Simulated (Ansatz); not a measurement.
The elements of this relaxed trial crystal are hidden behind letters.

```
lattice vectors (Å)
   1.9691    1.1369   12.8729
  -1.9691    1.1369   12.8729
   0.0000   -2.2738   12.8729
fractional positions
X 0.2485 0.2485 0.2485
X 0.5000 0.5000 0.5000
X 0.7515 0.7515 0.7515
Z 0.0000 0.0000 0.0000
Q 0.6224 0.6224 0.6224
Q 0.8742 0.8742 0.8742
Q 0.1258 0.1258 0.1258
Q 0.3776 0.3776 0.3776
```

The calculation used Ansatz 0.2.0, DFT PBE, scalar-relativistic, plane waves, PAW. Cutoff 420 eV, Γ-centred 12×12×12 mesh (8-atom cell), Gaussian smearing of 0.02 eV, no spin polarisation.

```
Space group                                 : R-3m (No. 166)
Conventional cell                           : a = 3.938 Å, c = 38.619 Å
Volume per atom                             : 21.61 Å³
Density                                     : 4.81 g/cm³
Formation energy                            : −1.042 eV/atom
Gap on the 12×12×12 mesh of the 8-atom cell : 1.00 eV
```

Energies are uncorrected and count from the elements' standard states at the same level.

Problem. X is an s-block element of period 3, Z is a d-block element of period 5 and Q is a p-block element of period 4. Which elements are they?

Solution. X = Mg, Z = Cd, Q = Se, so the formula is Mg3CdSe4. Density times volume gives a mean mass of 4.81 × 21.61/1.6605 = 62.6 u per atom, and this set has 62.7 u. Mg on a site of symmetry 3m is surrounded by 6 Se at 2.76–2.77 Å; Cd is surrounded by 6 Se at 2.84 Å; around Se on its first site lie 3 Mg at 2.76 Å and 3 Cd at 2.84 Å; 2 more sites not described. Other sets within the hints have nearly the same mass, so mass alone doesn't settle it; this one was computed.

Kohn–Sham gaps at this level usually fall short of measured ones. A later test with randomly moved atoms came back to the same energy, though modes that don't fit the test's cell weren't probed.
